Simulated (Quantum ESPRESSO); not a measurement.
MgO: magnetic shieldings

```xyz
2
Lattice="0.0000 2.1065 2.1065 2.1065 0.0000 2.1065 2.1065 2.1065 0.0000" Properties=species:S:1:pos:R:3 pbc="T T T"
Mg     0.0000     0.0000     0.0000
O      2.1065     2.1065     2.1065
```
The cell was made here from an entry of the Crystallography Open Database (unchecked): atoms relaxed with PBE in the measured cell (PBE without dispersion, pw.x of a modified build of Quantum ESPRESSO, symmetry kept).  Stability against distortions was not tested.

Computed: shieldings by PBE GIPAW (Quantum ESPRESSO, JTH PAW datasets), 22.5 Ha, k-mesh 6×6×6 shifted, f-sum rule met within 0.003 %.

```csv
site,site symmetry,σ_iso (ppm)
Mg (atom 1),m-3m,524
O (atom 2),m-3m,189
```

Shieldings are absolute and leave out the bulk-susceptibility term; a larger σ means a smaller chemical shift. By our sweeps, such settings leave a few ppm in absolute σ. No d partial waves on Mg: the paramagnetic term there is incompletely reconstructed.
